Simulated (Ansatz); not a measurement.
A trial cell of Ta₃N, before relaxation:

Space group P-62m (No. 189). a = 4.395 Å, b = 4.395 Å, c = 4.454 Å, α = 90.00°, β = 90.00°, γ = 120.00°
| atom | site | symmetry | x | y | z |
| --- | --- | --- | --- | --- | --- |
| Ta | 3g | m2m | 0.6309 | 0.0000 | 0.5000 |
| N | 1b | -62m | 0.0000 | 0.0000 | 0.5000 |

Method: Ansatz, DFT PBE, scalar-relativistic, plane waves, PAW. Cutoff 420 eV, Gaussian smearing, Γ-centred meshes. Cell and atoms relax first on a coarse mesh and then on a finer one. In between, the cell is made exact in the group found at 0.06 Å. In metals the finer mesh still leaves noise of several meV/atom or more. The steps can't lower the symmetry of their start. No spin polarisation in the relaxation; trial moments died out in a coarse test.

A guess keeps its type if space group and coordination stay and the shape of the cell changes little (axis ratios within about 15 %, angles within 6°); the volume may change.

Question: Will the relaxed cell still be of the starting type?

Answer: It doesn't keep its type. The symmetry stays P-62m (No. 189). The volume per atom shrinks by 4.6 %, from 18.6 to 17.8 Å³. The shortest distance goes from 1.62 Å (Ta–N) to 1.93 Å (Ta–N). The ratio c/a of the conventional cell changes by a factor of 0.52. Counting neighbours within 15 % of an atom's shortest distance, the start has N 3, Ta 1 and the end N 3, Ta 1. In detail, at the end around Ta lie 1 N at 1.93 Å, 6 Ta at 2.85–2.98 Å and 2 Ta at 3.34 Å; around N lie 3 Ta at 1.93 Å.

```
CELL_PARAMETERS angstrom
5.36530 0.00000 0.00000
-2.68265 4.64649 0.00000
0.00000 0.00000 2.85089
ATOMIC_POSITIONS crystal
Ta 0.64072 0.00000 0.50000
Ta 0.00000 0.64072 0.50000
Ta 0.35928 0.35928 0.50000
N 0.00000 0.00000 0.50000
```

Energies over the elements count from the elements' standard structures at the same level (N₂ as a molecule), with no fitted energy shifts.

Question: At what energy does it end?

Answer: +0.36 eV/atom. A positive value: parting into the elements would lower its energy.

The last run used a 12×12×16 mesh (in the run's order of axes) for its 4-atom cell and Gaussian smearing of 0.10 eV. These runs have no spin–orbit coupling, which can matter for Ta. Symmetry constrained the relaxation, so the result can be a saddle point. Another cell of Ta3N relaxed alike, in R-3m, lies 0.92 eV/atom lower, so this cell isn't the stable form at this level.
